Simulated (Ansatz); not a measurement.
A geometry of O2 away from equilibrium: step 2 of the relaxation of a generated trial cell of O2 in the AFLOW prototype A_mC4_12_i. Calculation: PBEsol (plane waves to 420 eV, PAW, scalar-relativistic; Ansatz, an electronic-structure program). Γ-centred k-mesh 8×8×6 on the run's cell (coarser than for final values), Fermi–Dirac smearing 0.05 eV. The plane waves were selected for a different cell earlier on the path.

```xyz
2
Lattice="2.7724 -1.7477 0.0021 2.7724 1.7477 0.0021 -2.0326 0.0000 3.8104" Properties=species:S:1:pos:R:3 pbc="T T T"
O      3.4691     0.0000     3.1962
O      0.0431     0.0000     0.6184
```
Spin-polarised start, with parallel moments on O.

What forces act on the atoms (eV/Å)?


```csv
atom,Fx,Fy,Fz
O1,0.12,0.00,1.88
O2,-0.12,0.00,-1.88
```

The path ends in C2/m (No. 12) (AFLOW prototype A_mC4_12_i (as in O2)). Spin state reached: ferromagnetic (net 1.00 μB/atom), from parallel starting moments; other spin orders were not run from this start. One molecule in the cell forces parallel spins. Without a van der Waals term the distances between weakly bound units are poorly fixed.

The run could not lose the symmetry of its start.
